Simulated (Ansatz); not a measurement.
## What a trial cell of ScRhC4N4 relaxes into

All numbers below come from DFT PBE, scalar-relativistic, plane waves, PAW in Ansatz. Cutoff 420 eV, Gaussian smearing, Γ-centred meshes. Cell and atoms relax first on a coarse mesh and then on a finer one. In between, the cell is made exact in the group found at 0.06 Å. In metals the finer mesh still leaves noise of several meV/atom or more. The steps can't lower the symmetry of their start. Collinear spin, starting moments Rh 1.0 μB.

Recipe of this trial structure of ScRhC4N4: two interpenetrating cyanide-bridged diamond nets (P-43m, No. 215). Its size is a rough estimate.

```xyz
10
Lattice="6.0039 0.0000 0.0000 0.0000 6.0039 0.0000 0.0000 0.0000 6.0039" Properties=species:S:1:pos:R:3 pbc="T T T"
Sc    0.0000    0.0000    0.0000
Rh    3.0019    3.0019    3.0019
C     1.1674    1.1674    1.1674
C     1.1674    4.8365    4.8365
C     4.8365    1.1674    4.8365
C     4.8365    4.8365    1.1674
N     1.8429    1.8429    1.8429
N     1.8429    4.1610    4.1610
N     4.1610    1.8429    4.1610
N     4.1610    4.1610    1.8429
```

Formation energies are uncorrected and refer to the elements' standard structures at the same level (N₂ as a molecule).

Problem. What does it relax into?

Solution. The symmetry stays P-43m (No. 215). The volume per atom grows by 14.5 %, from 21.6 to 24.8 Å³. The shortest distance stays 1.17 Å (C–N). The energy falls by about 0.11 eV/atom (the start's value is from the coarse mesh). Conventional cell: a = 6.281 Å. Sc is surrounded by 4 C at 2.22 Å; around Rh lie 4 N at 2.04 Å; C is surrounded by 1 N at 1.17 Å and 1 Sc at 2.22 Å; N is surrounded by 1 C at 1.17 Å and 1 Rh at 2.04 Å.

```cif
data_structure
_symmetry_space_group_name_H-M 'P 1'
_symmetry_Int_Tables_number 1
_cell_length_a 6.2809
_cell_length_b 6.2809
_cell_length_c 6.2809
_cell_angle_alpha 90.000
_cell_angle_beta 90.000
_cell_angle_gamma 90.000
_cell_volume 247.78
loop_
_atom_site_label
_atom_site_type_symbol
_atom_site_fract_x
_atom_site_fract_y
_atom_site_fract_z
_atom_site_occupancy
Sc1 Sc 0.00000 0.00000 0.00000 1
Rh1 Rh 0.50000 0.50000 0.50000 1
C1 C 0.20430 0.20430 0.20430 1
C2 C 0.20430 0.79570 0.79570 1
C3 C 0.79570 0.20430 0.79570 1
C4 C 0.79570 0.79570 0.20430 1
N1 N 0.31224 0.31224 0.31224 1
N2 N 0.31224 0.68776 0.68776 1
N3 N 0.68776 0.31224 0.68776 1
N4 N 0.68776 0.68776 0.31224 1
```

Problem. Give its energy and gap.

Solution.

- Formation energy: +0.44 eV/atom
- Gap on the 6×6×6 mesh of the 10-atom cell: 0 eV (a metal)
- Net moment per atom: 0.20 μB
- Moment by site: Rh 1.3 μB

It can't be a ground state, since the elements alone are lower.

The last run used collinear spin and Gaussian smearing of 0.10 eV. The reference form of C is held partly by dispersion forces, which this level lacks. Another magnetic order may lie lower. A structure relaxed within its symmetry needn't be a true minimum. In all, the 3 runs took 4.3 min on 1 thread of AMD EPYC 7B13 (Zen 3), with other jobs on the host. Site moments count only spheres around the atoms; the net moment includes the space between them.
